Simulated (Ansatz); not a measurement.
Simulated powder pattern, Ag Kα, λ = 0.560885 Å (kinematic, ideal powder, no thermal factors, no anomalous dispersion; the 30 strongest lines at most, above 1 %, up to 2θ = 30°):

```csv
2θ (°),d (Å),I/Imax (%)
9.25,3.478,100
13.36,2.411,6.7
13.62,2.365,22
13.96,2.308,7.7
17.25,1.870,33
19.12,1.688,23
19.61,1.647,22
21.88,1.477,3.8
22.05,1.467,19
23.90,1.354,8.6
24.49,1.322,9.5
25.87,1.253,15
26.23,1.236,4.0
28.13,1.154,7.5
28.30,1.147,2.7
```

The pattern belongs to a structure relaxed with DFT-LDA in the program Ansatz with PAW potentials.

The compound is TiO2.

### Question
Give the crystal system and the lattice parameters.

### Answer
tetragonal, I4_1/amd; a = 3.740 Å, c = 9.460 Å.

The cell was relaxed with LDA under the symmetry of its start; of distortions, only those at the zone centre were tested. The run is not spin-polarised.

Potentials: the earlier of the program's two PAW sets.
